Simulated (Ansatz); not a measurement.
BN:
Space group F-43m (No. 216); a = b = c = 3.606 Å, α = β = γ = 90.00°

| atom | site | symmetry | x | y | z |
|---|---|---|---|---|---|
| N | 4c | -43m | 0.2500 | 0.2500 | 0.2500 |
| B | 4a | -43m | 0.0000 | 0.0000 | 0.0000 |
(The calculation used a cell of 2 atoms; values per cell refer to that cell.)

Relaxed with PBEsol.

Which orbitals make up the states near the band edges in PBEsol (plane waves, PAW; program Ansatz)?

Top 1 eV of the valence band: N 2p 84 %, B 2p 14 %. Bottom 1 eV of the conduction band: B 2p 55 %, N 2s 32 %, outside the projected shells 10 %. Projections are on Löwdin-orthogonalised atomic valence shells; empty p or d shells of many metals are not among them.

Tabulate the density of states.

States/eV per cell of 2 atoms, in 0.25 eV bins, energy from the valence-band maximum.

| E (eV) | total | N 2p | B 2p | N 2s |
|---|---|---|---|---|
| -7.85 | 0.40 | 0.24 | 0.07 | 0.03 |
| -7.60 | 0.34 | 0.21 | 0.07 | 0.03 |
| -7.35 | 0.41 | 0.25 | 0.09 | 0.03 |
| -7.10 | 0.50 | 0.31 | 0.11 | 0.03 |
| -6.85 | 0.51 | 0.32 | 0.12 | 0.03 |
| -6.60 | 0.53 | 0.33 | 0.12 | 0.03 |
| -6.35 | 0.54 | 0.34 | 0.13 | 0.02 |
| -6.10 | 0.58 | 0.36 | 0.14 | 0.02 |
| -5.85 | 0.62 | 0.39 | 0.15 | 0.02 |
| -5.60 | 0.65 | 0.41 | 0.17 | 0.02 |
| -5.35 | 0.70 | 0.45 | 0.19 | 0.02 |
| -5.10 | 0.80 | 0.52 | 0.22 | 0.02 |
| -4.85 | 0.91 | 0.59 | 0.26 | 0.02 |
| -4.60 | 0.89 | 0.59 | 0.25 | 0.02 |
| -4.35 | 0.87 | 0.58 | 0.24 | 0.02 |
| -4.10 | 0.87 | 0.58 | 0.24 | 0.02 |
| -3.85 | 0.85 | 0.58 | 0.23 | 0.01 |
| -3.60 | 0.84 | 0.58 | 0.22 | 0.01 |
| -3.35 | 0.83 | 0.58 | 0.22 | 0.01 |
| -3.10 | 0.82 | 0.58 | 0.21 | 0.01 |
| -2.85 | 0.81 | 0.58 | 0.20 | 0.01 |
| -2.60 | 0.80 | 0.59 | 0.19 | 0.01 |
| -2.35 | 0.79 | 0.58 | 0.18 | 0.01 |
| -2.10 | 0.79 | 0.59 | 0.18 | 0.01 |
| -1.85 | 0.61 | 0.46 | 0.13 | 0.01 |
| -1.60 | 0.48 | 0.37 | 0.10 | 0.00 |
| -1.35 | 0.40 | 0.32 | 0.07 | 0.00 |
| -1.10 | 0.33 | 0.27 | 0.06 | 0.00 |
| -0.85 | 0.28 | 0.23 | 0.04 | 0.00 |
| -0.60 | 0.22 | 0.18 | 0.03 | 0.00 |
| -0.35 | 0.16 | 0.14 | 0.02 | 0.00 |
| -0.10 | 0.06 | 0.05 | 0.01 | 0.00 |
| 0.15 | 0.00 | 0.00 | 0.00 | 0.00 |
| 0.40 | 0.00 | 0.00 | 0.00 | 0.00 |
| 0.65 | 0.00 | 0.00 | 0.00 | 0.00 |
| 0.90 | 0.00 | 0.00 | 0.00 | 0.00 |
| 1.15 | 0.00 | 0.00 | 0.00 | 0.00 |
| 1.40 | 0.00 | 0.00 | 0.00 | 0.00 |
| 1.65 | 0.00 | 0.00 | 0.00 | 0.00 |
| 1.90 | 0.00 | 0.00 | 0.00 | 0.00 |
| 2.15 | 0.00 | 0.00 | 0.00 | 0.00 |
| 2.40 | 0.00 | 0.00 | 0.00 | 0.00 |
| 2.65 | 0.00 | 0.00 | 0.00 | 0.00 |
| 2.90 | 0.00 | 0.00 | 0.00 | 0.00 |
| 3.15 | 0.00 | 0.00 | 0.00 | 0.00 |
| 3.40 | 0.00 | 0.00 | 0.00 | 0.00 |
| 3.65 | 0.00 | 0.00 | 0.00 | 0.00 |
| 3.90 | 0.00 | 0.00 | 0.00 | 0.00 |
| 4.15 | 0.00 | 0.00 | 0.00 | 0.00 |
| 4.40 | 0.01 | 0.00 | 0.01 | 0.00 |
| 4.65 | 0.04 | 0.00 | 0.02 | 0.01 |
| 4.90 | 0.06 | 0.00 | 0.03 | 0.02 |
| 5.15 | 0.08 | 0.00 | 0.04 | 0.02 |
| 5.40 | 0.09 | 0.00 | 0.05 | 0.03 |
| 5.65 | 0.11 | 0.01 | 0.06 | 0.03 |
| 5.90 | 0.13 | 0.01 | 0.07 | 0.04 |
| 6.15 | 0.15 | 0.01 | 0.08 | 0.04 |
| 6.40 | 0.18 | 0.02 | 0.09 | 0.04 |
| 6.65 | 0.20 | 0.02 | 0.11 | 0.05 |
| 6.90 | 0.23 | 0.03 | 0.12 | 0.05 |
| 7.15 | 0.26 | 0.03 | 0.14 | 0.05 |
| 7.40 | 0.30 | 0.04 | 0.16 | 0.06 |
| 7.65 | 0.33 | 0.04 | 0.18 | 0.06 |
| 7.90 | 0.38 | 0.05 | 0.20 | 0.06 |
| 8.15 | 0.42 | 0.06 | 0.23 | 0.06 |
| 8.40 | 0.48 | 0.08 | 0.26 | 0.06 |
| 8.65 | 0.55 | 0.09 | 0.31 | 0.07 |
| 8.90 | 0.67 | 0.12 | 0.38 | 0.07 |
| 9.15 | 0.84 | 0.17 | 0.46 | 0.07 |

The cell was relaxed with PBEsol under the symmetry of its start.

Potentials: the later of the program's two PAW sets.
